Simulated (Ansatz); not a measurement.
Polymorphs of Be, each relaxed with DFT-r²SCAN in the program Ansatz with PAW potentials:

A: bcc (W type) (Im-3m)
a = b = c = 2.500 Å, α = β = γ = 90.00°

| atom | site | symmetry | x | y | z |
|---|---|---|---|---|---|
| Be | 2a | m-3m | 0.0000 | 0.0000 | 0.0000 |

B: hcp (Mg type) (P6_3/mmc)
a = b = 2.2612 Å, c = 3.5686 Å, α = β = 90.00°, γ = 120.00°

```csv
atom,site,symmetry,x,y,z
Be,2d,-6m2,0.6667,0.3333,0.2500
```

### Question
Order them by energy per atom at 0 K (lowest first) at the level r²SCAN.

### Answer
B (+0 meV/atom), A (+98 meV/atom)

Not the usual ambient phase: A. All cells were relaxed under the symmetry of their starts (and spin orders); stability against distortions was not tested throughout.

Energies hold the estimated change up to a 700 eV cutoff; steps of a few meV lie near the error of the meshes.

Potentials: the earlier of the program's two PAW sets.
